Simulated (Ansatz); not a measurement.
HfO2:
```cif
data_Hf4O8
_chemical_formula_sum 'Hf4 O8'
_space_group_name_H-M_alt 'P21/c'
_space_group_IT_number 14
_space_group_name_Hall '-P 2ybc'
_cell_length_a 5.11421
_cell_length_b 5.18193
_cell_length_c 5.29589
_cell_angle_alpha 90.000
_cell_angle_beta 99.464
_cell_angle_gamma 90.000
loop_
_atom_site_label
_atom_site_type_symbol
_atom_site_symmetry_multiplicity
_atom_site_Wyckoff_symbol
_atom_site_fract_x
_atom_site_fract_y
_atom_site_fract_z
_atom_site_occupancy
Hf1 Hf 4 e 0.27620 0.04185 0.20826 1
O1 O 4 e 0.55203 0.25767 0.02153 1
O2 O 4 e 0.07005 0.33376 0.34403 1
```

Relaxed with r²SCAN.

Problem. Give the optical modes at the zone centre with their infrared activity from DFPT, r²SCAN (plane waves, PAW; program Ansatz).

Solution. Transverse frequencies, without the LO–TO term; a row sums one degenerate level.

```
ω (cm⁻¹)  degeneracy  IR ((D/Å)²/amu)     activity
--------  ----------  ---------------  -----------
113                1             0.00  IR-inactive
130                1             0.00  IR-inactive
130                1             0.08           IR
131                1             0.00  IR-inactive
147                1             0.00  IR-inactive
164                1             0.00  IR-inactive
181                1             1.11           IR
227                1            18.17           IR
242                1             0.00  IR-inactive
248                1             0.73           IR
254                1             0.00  IR-inactive
256                1            19.21           IR
312                1            67.41           IR
320                1             0.00  IR-inactive
328                1            28.29           IR
337                1             0.00  IR-inactive
341                1            35.10           IR
378                1             0.00  IR-inactive
385                1            37.79           IR
395                1             0.00  IR-inactive
407                1            28.90           IR
493                1             0.00  IR-inactive
500                1            12.69           IR
509                1            20.13           IR
513                1             0.00  IR-inactive
549                1             0.00  IR-inactive
569                1             0.00  IR-inactive
598                1            11.37           IR
630                1             0.00  IR-inactive
655                1             0.07           IR
662                1             0.00  IR-inactive
730                1            13.73           IR
770                1             0.00  IR-inactive
```

Problem. How high does the top mode go among those that the LO–TO term moves?

Solution. 802 cm⁻¹ for q along x, 741 cm⁻¹ for q along y, 733 cm⁻¹ for q along z.

Space group P2_1/c. The cell was relaxed with r²SCAN under the symmetry of its start. The run is not spin-polarised. Spin–orbit coupling is left out wherever it is not named.

Potentials: the earlier of the program's two PAW sets.
